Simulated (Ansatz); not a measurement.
Data:

CdS (zinc blende)

```
CELL_PARAMETERS angstrom
      0.00000     5.92662     5.92662
      2.96331     2.96331     5.92662
      2.96331     2.96331     0.00000
ATOMIC_POSITIONS crystal
  S  0.00000 0.75000 0.75000
  S  0.50000 0.75000 0.75000
  Cd 0.00000 0.00000 0.00000
  Cd 0.50000 0.00000 0.00000
```

A phonon eigenvector at X = (0.5, 0.5, 0.0) is frozen into this cell: atom i moves by Q times the vector below, so Q is the largest atomic displacement, in Å. The cell is held. (q is in reciprocal vectors of the primitive cell; the cell shown is doubled to hold the pattern.)

```
atom      x      y       z
----  -----  -----  ------
S1    0.000  0.000  -1.000
S2    0.000  0.000   1.000
```

Atoms not listed stay in place.

Method: PBE (plane waves to 420 eV, PAW, scalar-relativistic; Ansatz, an electronic-structure program). k mesh 10×10×10 (Γ-centred), Fermi-Dirac smearing 0.05 eV. E stands for the smeared free energy. CdS was relaxed with its symmetry unable to fall. The zero of ΔE is the undisplaced structure.

The scan covers Q from -0.280 to 0.280 Å in 13 points.

Question: Which space group does the distorted structure have?

Answer: P-4m2 (No. 115), lowered from F-43m.

Question: What is the energy change at Q = 0.280 Å?

Answer: 672 meV/cell.

Question: What harmonic wavenumber does the curvature at Q = 0 give?

Answer: 271 cm⁻¹.

(A displaced cell: forces are minus the slopes of the energy, force constants its curvatures, and phonons follow from these.)
